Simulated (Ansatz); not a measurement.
Level of theory: Ansatz, DFT PBE, scalar-relativistic, plane waves, PAW. All cells share a 420 eV cutoff and Γ-centred k meshes spaced about 0.3 Å⁻¹ or finer (0.25 for metals, 2π included). No spin polarisation.

Relaxed structures of Be₅Te₂, with energies over the first row. Coordination counts Be atoms around Te (those within 1.25 times the shortest such distance or 1.15 times the sum of covalent radii, 1.27 where that leaves under three; a plus sign parts nearer from farther groups; a slash parts the counts of unlike sites).

```tsv
#	form	sites	V (Å³/atom)	coordination	ΔE (meV/atom)
1	P3m1	Be 1a, 1a, 1c, 1b, 1c; Te 1b, 1c	16.6	Te 3+1/4+1	0
2	R-3m	Be 9d, 6c; Te 6c	16.1	Te 6	17
3	R-3m	Be 6c, 3b, 6c; Te 6c	18.0	Te 3+1	121
```

A further structure, relaxed alike:

```
CELL_PARAMETERS angstrom
3.83906 0.00000 0.00000
-1.91953 3.32473 0.00000
0.00000 0.00000 9.73686
ATOMIC_POSITIONS crystal
Be 0.00000 0.00000 0.00000
Be 0.66667 0.33333 0.99167
Be 0.33333 0.66667 0.00833
Be 0.66667 0.33333 0.41938
Be 0.33333 0.66667 0.58062
Te 0.33333 0.66667 0.31846
Te 0.66667 0.33333 0.68154
```

**Question.** Place it among the others.

**Answer.** It falls between rows 2 and 3, 30 meV/atom above row 1, with space group P-3m1 (No. 164) and 17.8 Å³/atom. Counting Be atoms around Te, this cell has Te 4+1 and row 1 has Te 3+1/4+1. Around Be on a site of symmetry -3m lie 6 Be at 2.22 Å; Be on a site of symmetry 3m has 6 Be at 2.22 Å and 1 Te at 3.02 Å; around Be on a second site of symmetry 3m lie 4 Te at 2.42–2.55 Å and 3 Be at 2.72 Å; Te is surrounded by 4 Be at 2.42–2.55 Å and 1 Be at 3.02 Å.

Even the lowest cell shown lies +0.16 eV/atom against the elements' standard structures at this level. For metals, differences of a few meV/atom aren't resolved. Spin–orbit coupling, which can matter for Te, is left out. With atoms moved at random, row 1 (by 99 meV/atom) and row 2 (by 19 meV/atom) fell into a lower structure and the further cell came back. Row 3 had no clear such test and can be a saddle point. Some types were kept out of the candidates beforehand, so the set may lack a known form.
